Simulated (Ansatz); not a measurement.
## Stability checks on a candidate for Na6In

The structure comes from a generated guess, relaxed at this level; another structure or a mixture of phases may lie lower.

Method: DFT PBE, scalar-relativistic, plane waves, PAW in Ansatz. Settings of the last relaxation (7-atom cell): 420 eV, 8×8×8 k points, Gaussian smearing of 0.10 eV, no spin polarisation.

Space group Fm-3m (No. 225). a = 9.935 Å, b = 9.935 Å, c = 9.935 Å, α = 90.00°, β = 90.00°, γ = 90.00°
```csv
atom,site,symmetry,x,y,z
Na,24d,m.mm,0.2500,0.7500,0.0000
In,4a,m-3m,0.0000,0.0000,0.0000
```

The zero of energy is the elements' standard structures at the same level; no fitted shifts are applied.

**Question.** These tests were run: energy against the elements; phonons at Γ. What do they show?

**Answer.**

```json
{"test": "energy against the elements", "result": "0.00 eV/atom"}
{"test": "phonons at Γ", "result": "imaginary modes down to 37i cm⁻¹"}
```

It fails one test: phonons at Γ. So it isn't even a local minimum. Undecided within the accuracy: energy against the elements.

The k mesh leaves some 4 meV/atom of noise in the energy of each metallic cell. The run for the phonons used an 8×8×8 k mesh and Fermi–Dirac smearing of 0.15 eV.
